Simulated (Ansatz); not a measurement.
ZrGe:
```yaml
crystal:
  lattice:
    - [0.00000, 2.72687, 2.72687]
    - [2.72687, 0.00000, 2.72687]
    - [2.72687, 2.72687, 0.00000]
  atoms:
    - { symbol: Ge, position: [0.00000, 0.00000, 0.00000] }
    - { symbol: Zr, position: [0.50000, 0.50000, 0.50000] }
```

Relaxed with HSE06. Special points in fractions of this cell's reciprocal vectors: Γ (0.000, 0.000, 0.000); X (0.500, 0.000, 0.500); U (0.625, 0.250, 0.625); K (0.375, 0.375, 0.750); L (0.500, 0.500, 0.500); W (0.500, 0.250, 0.750).

**Question.** List the band energies nearest the Fermi level at these points for DFT-HSE06 in the program Ansatz with PAW potentials.

**Answer.** In eV from the Fermi level; about four levels below and three above (degenerate sets whole), none deeper than 8.9 eV; points with the same levels are listed once.

| k | below | above |
|---|---|---|
| Γ | – | 0.44 0.44 0.44 |
| X | -3.48 -1.75 | 0.12 0.12 2.22 |
| U | -3.48 -3.34 -1.55 | 1.10 3.26 4.16 |
| L | -8.66 -5.67 -2.63 -2.63 | 3.01 3.01 3.96 |
| W | -3.12 -3.12 -2.70 | 2.84 2.84 3.55 |

Space group Fm-3m (rock salt). The cell is a constructed one: a structure type filled with these elements; neither database checked (COD, Materials Project) lists it. Its standing as an ambient phase is unchecked. The HSE06 relaxation kept the symmetry of its start; whether a distortion lowers the energy is not shown. No spin polarisation was allowed. The hybrid run found no gap, on a coarse k-mesh. Scalar-relativistic: spin–orbit coupling is off unless named, which matters more the heavier the elements.

Potentials: the later of the program's two PAW sets.
